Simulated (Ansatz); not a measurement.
**Compressing ZrPbO$_{3}$: a fit and a missing row**

ZrPbO$_{3}$, Pm-3m, a = 4.141 Å. The structure is a Materials Project entry; whether it is the stable form wasn't checked. Ansatz: PBEsol, PAW, 420 eV, Γ-centred 6×6×6 mesh on 5 atoms, Gaussian smearing 0.02 eV; no spin polarisation. Symmetry fixes shape and atoms, so the cell is only scaled; pressure is positive in compression.

```tsv
V (Å³/atom)	P (GPa)
13.353	?
13.779	5.52
14.205	0.00
14.631	-4.70
15.057	-8.69
```

**Question.** Take V0 = 14.205 Å³/atom, fit the third-order Birch–Murnaghan form to the other rows, and predict the missing pressure.

**Answer.** With the Eulerian strain f = ½[(V0/V)^(2/3) − 1] and y = P/[3f(1 + 2f)^(5/2)], the form is the line y = B0 + 1.5 B0 (B0′ − 4) f. Rows (f, y): 0.01025, 170.6; -0.00975, 168.8; -0.01904, 167.6. Means f = -0.006180, y = 169.00; Σ(Δf)² = 0.0004481, ΣΔfΔy = 0.04501; the slope is their ratio. y = 169.6 + 100.4 f GPa, so B0 = 169.6 GPa and B0′ = 4 + 2 × (100.4)/(3 × 169.6) = 4.39. At V = 13.353, f = 0.02105, y = 171.71 and P = 12.02 GPa. The run gave 12.00 GPa, so the fit is 0.02 GPa too high, a small miss on the scale of the series. The form still works here, 33 % of the fitted range beyond its end.

Spin–orbit coupling is left out, which can shift energies with elements as heavy as these.

Symmetry holds off the tilts and polar distortions that many cubic perovskites undergo.